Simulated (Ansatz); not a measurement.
ScCo$_{2}$:
```cif
data_Co4Sc2
_chemical_formula_sum 'Sc2 Co4'
_space_group_name_H-M_alt 'P 1'
_space_group_IT_number 1
_cell_length_a 4.87275
_cell_length_b 4.87275
_cell_length_c 4.87275
_cell_angle_alpha 60.000
_cell_angle_beta 60.000
_cell_angle_gamma 60.000
loop_
_space_group_symop_operation_xyz
  'x, y, z'
loop_
_atom_site_label
_atom_site_type_symbol
_atom_site_fract_x
_atom_site_fract_y
_atom_site_fract_z
_atom_site_occupancy
Sc1 Sc 0.50000 0.50000 0.50000 1
Sc2 Sc 0.75000 0.75000 0.75000 1
Co1 Co 0.12500 0.12500 0.12500 1
Co2 Co 0.62500 0.12500 0.12500 1
Co3 Co 0.12500 0.12500 0.62500 1
Co4 Co 0.12500 0.62500 0.12500 1
```
The run is spin-polarised; directions of the spins, atom by atom: ↓ ↓ ↑ ↑ ↑ ↑.

Relaxed with r²SCAN.

Question: Tabulate the valence density and the electron localisation function along the shortest Sc–Sc contact (2.98 Å), plane-wave PAW r²SCAN (Ansatz code).

Answer: 

```csv
distance from Sc (Å),density (e/Å³),ELF
0.30,6.81,0.39
0.45,5.32,0.68
0.60,3.25,0.77
0.75,1.54,0.69
0.90,0.61,0.38
1.04,0.26,0.11
1.19,0.15,0.05
1.34,0.12,0.06
1.49,0.11,0.08
1.64,0.12,0.06
1.79,0.15,0.05
1.94,0.26,0.11
2.09,0.61,0.38
2.24,1.54,0.69
2.39,3.25,0.77
2.54,5.32,0.68
2.69,6.81,0.39
```

The density is the valence pseudo-density with augmentation charge, so density and ELF within about 1 Å of a nucleus are not all-electron values.

Space group Fd-3m (cubic Laves (MgCu2 type)). The workflow started from an entry of the Crystallography Open Database (COD). Its standing as an ambient phase is unchecked. The r²SCAN relaxation kept the symmetry of its start, as lowered by the spin order; whether a distortion lowers the energy is not shown. Magnetic state: ferrimagnetic, chosen from 4 collinear starts compared on coarse meshes (ties went to the first, and starts can fall back to one state), not a proven ground state. Other orbital occupations within this spin state were not tried.

Potentials: the later of the program's two PAW sets.
